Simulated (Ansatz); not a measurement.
TiC:
```cif
data_C2Ti2
_chemical_formula_sum 'Ti2 C2'
_space_group_name_H-M_alt 'P63/mmc'
_space_group_IT_number 194
_space_group_name_Hall '-P 6c 2c'
_cell_length_a 3.58270
_cell_length_b 3.58270
_cell_length_c 4.24920
_cell_angle_alpha 90.000
_cell_angle_beta 90.000
_cell_angle_gamma 120.000
loop_
_atom_site_label
_atom_site_type_symbol
_atom_site_symmetry_multiplicity
_atom_site_Wyckoff_symbol
_atom_site_fract_x
_atom_site_fract_y
_atom_site_fract_z
_atom_site_occupancy
Ti1 Ti 2 c 0.33333 0.66667 0.25000 1
C1 C 2 d 0.66667 0.33333 0.25000 1
```

Relaxed at zero pressure with PBEsol in the plane-wave PAW code Ansatz.

The volume is raised by 3 % and shape and atoms relax at that volume. What pressure results, and how do the axes share the change?

-5.7 GPa; a 1.1 %, b 1.1 %, c 0.7 %; the energy rises by 7 meV/atom.

Give the new structure.


Space group P6₃/mmc (No. 194); a = 3.623 Å, b = 3.623 Å, c = 4.280 Å, α = 90.00°, β = 90.00°, γ = 120.00°

```json
[
 {"atom": "Ti", "site": "2c", "symmetry": "-6m2", "x": "0.3333", "y": "0.6667", "z": "0.2500"},
 {"atom": "C", "site": "2d", "symmetry": "-6m2", "x": "0.6667", "y": "0.3333", "z": "0.2500"}
]
```

The phase is kept; no other phase was compared at this pressure.

Space group P6_3/mmc. The start of the workflow was typed in or built on a structure type; neither database checked (COD, Materials Project) lists it. It is not the phase usual at ambient conditions (space group No. 225). The PBEsol relaxation kept the symmetry of its start; of distortions, only those at the zone centre were tested. The run is not spin-polarised. The volume moved by -17 % from the start of the relaxation.

Potentials: the later of the program's two PAW sets.
